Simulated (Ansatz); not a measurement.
InP:
```yaml
crystal:
  lattice:
    - [0.00000, 2.95331, 2.95331]
    - [2.95331, 0.00000, 2.95331]
    - [2.95331, 2.95331, 0.00000]
  atoms:
    - { symbol: P, position: [0.75000, 0.75000, 0.75000] }
    - { symbol: In, position: [0.00000, 0.00000, 0.00000] }
```

Relaxed with r²SCAN. Special points in fractions of this cell's reciprocal vectors: Γ (0.000, 0.000, 0.000); X (0.500, 0.000, 0.500); U (0.625, 0.250, 0.625); K (0.375, 0.375, 0.750); L (0.500, 0.500, 0.500); W (0.500, 0.250, 0.750).

Problem. List the band energies nearest the valence-band maximum at these points for r²SCAN (plane waves, PAW; program Ansatz).

Solution. In eV from the valence-band maximum; about four levels below and three above (degenerate sets whole), none deeper than 8.9 eV; points with the same levels are listed once.

```
k              below                above
-  -----------------  -------------------
Γ     0.00 0.00 0.00  1.03 4.43 4.43 4.43
X  -5.77 -2.33 -2.33       2.04 2.54 9.72
U  -5.62 -3.30 -1.95       2.65 4.70 7.93
L  -5.75 -0.97 -0.97       1.80 5.14 5.14
W  -5.61 -2.96 -2.90       4.57 4.69 5.97
```

Space group F-43m (zinc blende). The r²SCAN relaxation kept the symmetry of its start; of distortions, only those at the zone centre were tested. Spin–orbit coupling is left out wherever it is not named.

Potentials: the later of the program's two PAW sets.
